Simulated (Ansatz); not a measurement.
What a change of settings does: YbSe (rocksalt type)

First run: DFT, r2SCAN, PAW with Ansatz's default frozen-core files, scalar-relativistic (Ansatz 0.2.0).

Command: `ansatz run input.yaml --threads 1 --pin off --max-ram 3072MiB --backend cpu --events-out ev --progress --plain --runs-dir out` It took 42 s on 1 thread of Intel(R) Xeon(R) Platinum 8488C (Sapphire Rapids), with other jobs on the host, peak memory 0.64 GiB.

```yaml
crystal:
  lattice:
    - [0.0, 2.8265846773, 2.8265846773]
    - [2.8265846773, 0.0, 2.8265846773]
    - [2.8265846773, 2.8265846773, 0.0]
  atoms:
    - { symbol: Yb, position: [0.0, 0.0, 0.0] }
    - { symbol: Se, position: [0.5, 0.5, 0.5] }
kpoints:
  mp_grid: { grid: [13, 13, 13] }
scf:
  occupations: { method: fermi_dirac, width: 0.05 }
hamiltonian:
  xc: r2scan
  pseudopotentials: { kind: paw }
output:
  forces: true
  stress: true
relax:
  f_tol: 0.005
  max_steps: 40
  cell: {}
```

The start is a guessed cell of a prototype that needn't be stable.

This run: cell relaxed at zero pressure.

It converges in 46 SCF iterations over all geometries at a pressure of -0.01 GPa, ending at 24.69 Å³/atom, cutoff 500 eV.

The input is then changed:

```diff
   occupations: { method: fermi_dirac, width: 0.05 }
+  mixing: { algorithm: anderson, beta: 0.2, ndim: 4 }
 hamiltonian:
   cell: {}
+basis:
+  ecutwfc: "58.8 Ry"
```

Question: What does the second run give?

Answer: It converges in 72 SCF iterations over all geometries at a pressure of -0.03 GPa, ending at 24.70 Å³/atom, cutoff 800 eV, free energy -0.7 meV/atom against the first run's.
